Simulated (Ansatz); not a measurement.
## InGa₂N₃: do energies and stresses tell the same story?

Method: Ansatz, DFT PBEsol, scalar-relativistic, plane waves, PAW.

Plane waves to 420 eV, a k mesh through Γ of 6×6×6 on the computed 12-atom cell and Gaussian smearing (0.02 eV); no spin polarisation.

Relaxed cell: Cmc2_1, a = 9.906 Å, b = 5.714 Å, c = 5.336 Å, α = 90.00°, β = 90.00°, γ = 90.00°, 12 atoms in the primitive cell. Whether it is the stable form of this composition wasn't checked.

Energies at zero smearing and pressures from the stress tensor, at volumes with shape and atoms relaxed:
```tsv
V (Å³/atom)	E − E(first) (meV/atom)	P (GPa)
11.828	0.00	12.02
12.206	-20.46	5.52
12.583	-26.79	-0.01
12.961	-21.09	-4.69
13.338	-5.23	-8.66
```

Q: Check P = −dE/dV between neighbouring volumes, and get the bulk modulus from the pressures alone.

A: With 1 eV/Å³ = 160.2 GPa:
```
middle V (Å³/atom)  −ΔE/ΔV (GPa) mean P (GPa)
            12.017         8.685         8.771
            12.394         2.683         2.757
            12.772        -2.417        -2.349
            13.149        -6.730        -6.676
```

The two differ by 0.09 GPa at most. The mean of two end pressures misses the average over a step by about ΔV² P″/12, up to 0.09 GPa here; with that taken off 0.00 GPa remains. Around V = 12.583 Å³/atom, the two neighbours give B = −V ΔP/ΔV = 12.583 × 10.21 / 0.755 = 170.2 GPa, against B0 = 169.4 GPa from the Birch–Murnaghan fit of the energies.